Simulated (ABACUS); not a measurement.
Set-up for a self-consistent single point of NiGe (Pnma, 8 atoms in the cell; from Materials Project mp-1099, changed as shown).

```
CELL_PARAMETERS angstrom
      5.22306     0.00000     0.00000
      0.00000     3.38190     0.00000
      0.00000     0.00000     5.65531
ATOMIC_POSITIONS crystal
  Ni 0.50554 0.25000 0.69073
  Ni 0.49446 0.75000 0.30927
  Ni 0.99446 0.75000 0.19073
  Ni 0.00554 0.25000 0.80927
  Ge 0.68966 0.25000 0.08698
  Ge 0.31034 0.75000 0.91302
  Ge 0.81034 0.75000 0.58698
  Ge 0.18966 0.25000 0.41302
```

Computed with PBE, PseudoDojo 0.5 standard norm-conserving PBE (tails mended) pseudopotentials (plane waves; ABACUS).

ABACUS settings:

| key | value |
|---|---|
| KPT | Gamma 4 6 4 0 0 0 |
| basis_type | pw |
| dft_functional | PBE |
| ecutwfc | 98 Ry |
| smearing_method | fd |
| smearing_sigma | 0.00734986 Ry |
| potentials | PseudoDojo 0.5 standard norm-conserving PBE (tails mended) |
| symmetry | 1 |
| symmetry_prec | 1e-05 |
| ks_solver | dav_subspace |
| scf_nmax | 100 |
| scf_thr | 1.0e-09 Ry |
| mixing_type | pulay |
| mixing_beta | 0.4 |

Results:

- Number of valence electrons: 128
- Number of bands: 77
- Number of k-points after the program's reduction: 36
- Number of plane waves (most at a k-point): 11120
- Number of SCF iterations: 11
- FFT grid: 64 × 45 × 72
- Free energy E − TS: -27987.4594 eV
- Fermi level (on the code's own zero): 18.03 eV
- Pressure: 17.31 GPa
- Largest force (vector length): 0.250 eV/Å

Forces (eV/Å):
```
atom      Fx     Fy      Fz
----  ------  -----  ------
Ni1    0.197  0.000  -0.153
Ni2   -0.197  0.000   0.153
Ni3   -0.197  0.000  -0.153
Ni4    0.197  0.000   0.153
Ge5   -0.191  0.000   0.079
Ge6    0.191  0.000  -0.079
Ge7    0.191  0.000   0.079
Ge8   -0.191  0.000  -0.079
```

Stress (GPa, positive for compression):
```
18.62   0.00   0.00
 0.00  16.23   0.00
 0.00   0.00  17.10
```

For comparison: a first run was changed to give this one (lattice scaled by 0.98), and from it to this one the free energy rises by 54.2 meV/atom, the pressure goes from 5.56 to 17.31 GPa and the largest force goes from 0.100 to 0.250 eV/Å.

The run has no spin polarisation, so moments on Ni cannot form. The structure comes from a collection of computed structures, made at another level of theory; the collection holds predicted forms beside known ones. No clean gap shows at this smearing width and mesh (spacing up to 0.31 Å⁻¹); the mesh is coarse for partly filled bands, so the values carry mesh errors.

Cost on one core: about 8 core-minutes (a rough figure).

“Tails mended”: in these copies of the files the far tail of each local potential was reset to the Coulomb form.
